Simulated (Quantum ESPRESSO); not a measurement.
# Band energies of BaP$_{3}$

```xyz
8
Lattice="5.9000 -3.8669 0.0000 5.9000 3.8669 0.0000 -1.8311 0.0000 4.4237" Properties=species:S:1:pos:R:3 pbc="T T T"
P      5.1794     0.0000     4.3186
P      4.7896     0.0000     0.1051
P      4.3935     1.7847     1.2904
P      5.5755    -1.7847     3.1333
P      5.5755     1.7847     3.1333
P      4.3935    -1.7847     1.2904
Ba     8.4951     0.0000     3.0283
Ba     1.4739     0.0000     1.3953
```

norm-conserving LDA (Quantum ESPRESSO, 57 Ry, without SOC); path ΓYFLI,I1ZHF1,H1Y1XΓN,MΓ; energies in eV from the valence-band maximum.

| k (1/Å) | point | band 21 | band 22 | band 23 | band 24 | band 25 | band 26 | band 27 | band 28 |
|---|---|---|---|---|---|---|---|---|---|
| 0.00 | Γ | -1.57 | -0.83 | -0.69 | -0.41 | -0.15 | 0.54 | 1.34 | 1.64 |
| 0.80 |  | -1.86 | -1.47 | -1.21 | -0.48 | -0.41 | 1.43 | 1.92 | 2.34 |
| 1.20 | Y | -2.00 | -1.16 | -0.74 | -0.60 | -0.15 | 1.08 | 1.86 | 2.22 |
| 1.20 | F | -1.81 | -1.43 | -0.90 | -0.78 | -0.20 | 1.48 | 1.66 | 2.77 |
| 1.22 | L | -1.81 | -1.43 | -0.90 | -0.78 | -0.20 | 1.48 | 1.66 | 2.77 |
| 1.22 | I | -1.81 | -1.43 | -0.90 | -0.78 | -0.20 | 1.48 | 1.66 | 2.78 |
| 3.12 | I1 | -1.81 | -1.43 | -0.90 | -0.78 | -0.20 | 1.48 | 1.66 | 2.78 |
| 3.52 |  | -1.97 | -1.91 | -1.30 | -0.71 | -0.21 | 1.97 | 2.61 | 2.74 |
| 3.92 | Z | -1.78 | -1.75 | -0.82 | -0.56 | -0.01 | 1.37 | 1.90 | 2.19 |
| 4.27 |  | -2.11 | -1.62 | -1.10 | -0.62 | -0.09 | 1.61 | 2.23 | 2.52 |
| 4.97 |  | -1.93 | -1.10 | -0.76 | -0.28 | -0.23 | 0.78 | 1.71 | 1.96 |
| 5.15 | H | -1.89 | -1.36 | -0.95 | -0.39 | -0.35 | 0.92 | 1.23 | 2.10 |
| 5.68 |  | -1.83 | -1.70 | -0.84 | -0.58 | 0.00 | 1.37 | 1.85 | 2.22 |
| 6.38 |  | -1.85 | -1.18 | -1.00 | -0.52 | -0.49 | 0.72 | 1.99 | 2.16 |
| 6.91 | F1 | -1.81 | -1.43 | -0.90 | -0.78 | -0.20 | 1.48 | 1.66 | 2.77 |
| 6.91 | H1 | -1.89 | -1.36 | -0.95 | -0.39 | -0.35 | 0.92 | 1.23 | 2.10 |
| 7.29 | Y1 | -2.00 | -1.16 | -0.74 | -0.60 | -0.15 | 1.08 | 1.86 | 2.22 |
| 7.82 |  | -1.97 | -1.66 | -1.25 | -0.66 | -0.25 | 1.56 | 1.87 | 2.13 |
| 8.17 | X | -2.02 | -1.53 | -1.34 | -0.68 | -0.47 | 0.97 | 1.20 | 2.14 |
| 8.49 |  | -1.81 | -1.37 | -1.27 | -1.08 | -0.48 | 1.24 | 1.60 | 1.74 |
| 8.98 | Γ | -1.57 | -0.83 | -0.69 | -0.41 | -0.15 | 0.54 | 1.34 | 1.64 |
| 9.14 |  | -1.68 | -0.94 | -0.81 | -0.46 | -0.18 | 0.70 | 1.34 | 1.88 |
| 9.78 |  | -1.91 | -1.78 | -1.33 | -0.58 | -0.27 | 2.15 | 2.38 | 2.47 |
| 9.93 | N | -1.96 | -1.74 | -1.32 | -0.47 | -0.29 | 2.00 | 2.68 | 2.75 |
| 9.93 | M | -1.78 | -1.50 | -1.16 | -1.00 | -0.22 | 1.53 | 1.84 | 2.00 |
| 10.43 | Γ | -1.57 | -0.83 | -0.69 | -0.41 | -0.15 | 0.54 | 1.34 | 1.64 |

The LDA gap is indirect, 0.54 eV, from 20 % of the way from H to F1 to Γ; the smallest direct gap is 0.68 eV. Another valence extremum on the path lies within 0.02 eV, too close to call.

Geometry of the Materials Project entry, not relaxed at this level.

The structure is a Materials Project entry; no match was found in the copy of COD used, and its stability was not checked.
